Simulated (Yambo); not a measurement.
A free-standing SnO monolayer (symmetry P4/nmm, slab cell 15.3 Å high); a = b = 3.785 Å, c = 15.300 Å, α = β = γ = 90.00°. With the G0W0 scissor the direct gap on the mesh is 5.29 eV.

Does this run resolve the lowest exciton, and if so, what are its energy and binding? (Yambo, PBE bands; 18×18×1 mesh, 5 valence and 8 conduction bands, static screening with 62 bands and a 3 Ry block, scissor 1.96 eV, Tamm-Dancoff, stochastic integration of W near q = 0.)

The mesh holds a bound state, but the numbers are provisional. These are vertical excitations (zero momentum); the indirect quasiparticle gap, about 5.04 eV, is smaller than the direct one (5.29 eV on the GW mesh). The lowest state lies at 3.71 eV (dark for light along x, 2 states within 2 meV), the direct quasiparticle gap on this mesh at 5.29 eV. Its binding energy, counted from that gap, is 1.58 eV; it spreads over about 240 k points of the mesh. Convergence with the mesh was not shown. The first optically allowed state is at 4.06 eV. The scissor comes from a G0W0 run whose convergence isn't established. Spin-orbit splittings are left out.

Bands and orbitals come from the standard potentials; the scissor and the G0W0 gaps come from a run at the same geometry on the stringent ones, which hold whole semicore shells in the valence.

Geometry relaxed with PBEsol.

This is a model layer cut from the bulk structure; whether it is stable on its own was not checked.
